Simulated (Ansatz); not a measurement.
BN:
```
BN
1.0
    2.54397     0.00000     0.00000
   -1.27199     2.20314     0.00000
    0.00000     0.00000     4.20776
B N
2 2
Cartesian
  1.27199   0.73438   0.00084
  0.00000   1.46876   2.10472
  1.27199   0.73438   1.57707
  0.00000   1.46876   3.68095
```

Relaxed with r²SCAN.

### Question
Map the valence electron density (e/Å³), cut off at 2 on the plane through (0.667, 0.333, 0.000) spanned by u = [0, 0, 1] and v = [1, -1, 0] in lattice vectors, from r²SCAN in the plane-wave PAW code Ansatz.

### Answer
x is the fraction of u, y of v (the angle between them is 90°; rows are the nearest grid lines); atoms in the plane: B at (0.00, 0.00), B at (0.50, 0.67), N at (0.37, 0.00), N at (0.87, 0.67).
```
|0135799999962100012210|
|1234699999962100012221|
|3333469999952100113443|
|4322235899742111134554|
|5311113466542112357875|
|6310011244433234699996|
|8410001233223346999998|
|9410000122112458999999|
|9410000122112458999999|
|7310000123222345999997|
|4210000122222223579974|
|2100000112111111234432|
|1000000011100000111211|
|0000000000000000000000|
|0000000000000000000000|
|0000000000000000000000|
|0000000000000000000000|
|0000000111100000000010|
|1100112333210000001111|
|2211234677531000011222|
|2223469999842000012232|
|1234699999962100012221|
|0135799999962100012210|
```
Scale: ten equal steps from 0.066 (start of '0') to 2.00 (end of '9'), in the order '0123456789'; x runs from 0.000 to 1.00, y from 0.000 (bottom) to 1.00 (top).

The density is the valence pseudo-density with augmentation charge, so density and ELF within about 1 Å of a nucleus are not all-electron values.

Space group P6_3mc (wurtzite). The r²SCAN relaxation kept the symmetry of its start.

Potentials: the later of the program's two PAW sets.
